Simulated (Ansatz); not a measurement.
## One input, then a changed one: Ni (fcc type)

First run: DFT, PBE, all-electron LAPW, scalar-relativistic (Ansatz 0.2.0).

Command: `ansatz run input.yaml --threads 3 --pin off --max-ram 9216MiB --backend cpu --events-out ev --progress --plain --runs-dir out` It took 110 s on 3 threads of Arm Neoverse V1, with other jobs on the host, peak memory 1.7 GiB.

```yaml
crystal:
  lattice:
    - [0.0, 1.7593077733, -1.7593077733]
    - [-1.7593077733, 0.0, 1.7593077733]
    - [3.5186155466, 3.5186155466, 3.5186155466]
  atoms:
    - { symbol: Ni, position: [0.0, 0.0, 0.0], spin: 1.0 }
    - { symbol: Ni, position: [0.333333333, 0.666666667, 0.333333333], spin: 1.0 }
    - { symbol: Ni, position: [0.666666667, 0.333333333, 0.666666667], spin: 1.0 }
magnetization:
  spin_polarized: true
kpoints:
  mp_grid: { grid: [19, 19, 7] }
scf:
  occupations: { method: fermi_dirac, width: 0.05 }
hamiltonian:
  xc: pbe
  pseudopotentials: { kind: all_electron, lapw: { basis_error: 0.001 } }
output:
  forces: true
  stress: true
  eigenvalues: true
```

The base cell comes from a relaxation on PAW files under the same functional.

This run: bulk in the slab's orientation.

It converges in 9 SCF iterations at a pressure of 0.09 GPa, cell moment 1.94 μB.

The input is then changed:

```diff
   occupations: { method: fermi_dirac, width: 0.05 }
+  mixing: { algorithm: anderson, beta: 0.1 }
 hamiltonian:
```

Q: Predict the outcome of the changed run.

A: It converges in 15 SCF iterations at a pressure of 0.09 GPa, cell moment 1.94 μB, free energy 0.0 meV/atom against the first run's. Results part of its log:
```
SCF 1 converged in 15 iterations: F = -124148.597923 eV  dr2 = 2.76e-8
this state was not tested for a lower state beside it, because the mixer in use, unlike msr1, does not test its closes by its own steps (another_mixer; see scf.mixing.algorithm and scf.lower_state_search)
SCF converged after 15 iterations
Magnetization: 1.9366 μB (27.9683 up, 26.0317 down)
Absolute magnetization: 2.2167 μB (∫|ρ↑−ρ↓|)
Spin contamination: 0.0224 ħ² per cell (⟨S²⟩ above its minimum at these occupations)
Per-site moments (μB) at R_I (Å): [(0.6705789949399854, 1.244018438157309), (0.6705789949399854, 1.244018438157309), (0.6705789949399854, 1.244018438157309)]
Free energy (F): -124148.597923 eV
Harris-Foulkes:  -124148.597923 eV  (|F-HF|=5.52e-9)
Internal energy: -124148.555444 eV  (E = F + TS)
E sigma→0 (E₀):  -124148.576684 eV
Entropy (-TS):   -0.042479 eV (-14.160 meV/atom)
Fermi energy:    18.293199 eV
--- Per-component energies (eV) ---
  E_band       = -847.423345
[... lines left out ...]
--- Forces (eV/Å), atoms counted from 1 ---
  atom   1  Ni     0.00000000     0.00000000     0.00000000
  atom   2  Ni     0.00000000     0.00000000     0.00000000
  atom   3  Ni     0.00000000    -0.00000000    -0.00000000
  max |Σ_I F_I| component: 3.08e-27 eV/Å
--- Stress (GPa, compression-positive) ---
        0.088335      -0.035437      -0.035437
       -0.035437       0.088335      -0.035437
       -0.035437      -0.035437       0.088335
  P = ⅓ Tr σ = 0.0883 GPa (0.883 kbar)
--- Band table (eV; the first three rows and the last of 500) ---
  k-point 0 ↑: bands = ["-85.4016", "-85.3766", "-85.3766", "-45.8189", "-45.8189", "-45.6816", "-45.6816", "-45.6816", "-45.6816", "-45.6580", "-45.6580", "-45.6557", "9.1713", "12.6114", "12.6114", "15.8050", "15.8050", "15.8139", "15.8141", "15.8141", "15.9704", "15.9704", "15.9704", "15.9704", "17.0108", "17.0108", "17.3286", "17.3286", "17.3286", "17.3286", "28.6794", "28.6794", "41.0985", "41.0985", "41.7511"]
  k-point 1 ↑: bands = ["-85.4009", "-85.3812", "-85.3727", "-45.8441", "-45.7889", "-45.6853", "-45.6853", "-45.6773", "-45.6773", "-45.6606", "-45.6587", "-45.6587", "9.2601", "11.9535", "13.0616", "15.5387", "15.7905", "15.8342", "15.8342", "15.9128", "15.9128", "16.0226", "16.0226", "16.3751", "17.0020", "17.0020", "17.1737", "17.1737", "17.4782", "17.4782", "26.7075", "30.8519", "40.7205", "41.4868", "41.5374"]
  k-point 2 ↑: bands = ["-85.3987", "-85.3862", "-85.3699", "-45.8622", "-45.7567", "-45.6879", "-45.6879", "-45.6747", "-45.6726", "-45.6726", "-45.6608", "-45.6608", "9.5240", "11.2200", "13.2876", "15.4858", "15.7252", "15.8662", "15.8662", "15.8893", "15.8893", "16.0470", "16.0470", "16.9809", "16.9809", "17.0474", "17.0474", "17.1559", "17.5944", "17.5944", "25.0594", "33.1633", "40.2100", "40.4465", "41.9782"]
  k-point 249 ↓: bands = ["-84.4973", "-84.4970", "-84.4955", "-44.9945", "-44.9929", "-44.9815", "-44.9454", "-44.9288", "-44.9281", "-44.8852", "-44.8769", "-44.8755", "15.0586", "15.0789", "15.1102", "15.2756", "15.3143", "15.4314", "15.9859", "16.0738", "16.1503", "17.3499", "17.3692", "17.4695", "18.3885", "18.4270", "18.4917", "22.6563", "22.9415", "24.0415", "25.0834", "25.3101", "25.4280", "30.4298", "31.8252"]
```
